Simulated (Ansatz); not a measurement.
GaNi₃C:
```
GaNi3C
1.0
    3.78353     0.00000     0.00000
    0.00000     3.78353     0.00000
    0.00000     0.00000     3.78353
Ga C Ni
1 1 3
Direct
  0.00000   0.00000   0.00000
  0.50000   0.50000   0.50000
  0.00000   0.50000   0.50000
  0.50000   0.50000   0.00000
  0.50000   0.00000   0.50000
```

Relaxed with PBE. Special points in fractions of this cell's reciprocal vectors: Γ (0.000, 0.000, 0.000); X (0.000, 0.500, 0.000); M (0.500, 0.500, 0.000); R (0.500, 0.500, 0.500).

Q: List the band energies nearest the Fermi level at these points for the program Ansatz at the PBE with spin–orbit coupling level (PAW).

A: In eV from the Fermi level; about four levels below and three above (degenerate sets whole), none deeper than 8.9 eV; points with the same levels are listed once.

```json
[
 {"k": "Γ", "below": "-0.90 -0.90 -0.90 -0.90 -0.67 -0.67", "above": "1.62 1.62 2.80 2.80"},
 {"k": "X", "below": "-0.05 -0.05 0.00 0.00", "above": "1.64 1.64 2.62 2.62"},
 {"k": "M", "below": "-0.47 -0.47 -0.38 -0.38", "above": "1.11 1.11 4.48 4.48"},
 {"k": "R", "below": "-0.86 -0.86 -0.86 -0.86", "above": "0.72 0.72 1.08 1.08 1.08 1.08"}
]
```

Space group Pm-3m (anti-perovskite). A made-up cell: these elements were put on the sites of a structure type; the Crystallography Open Database copy checked does not list it. Whether it is the stable phase at ambient conditions was not checked. Symmetry was held in the PBE relaxation; its stability against distortions is not shown here. The workflow began spin-polarised and lost its moments.

Potentials: the later of the program's two PAW sets.
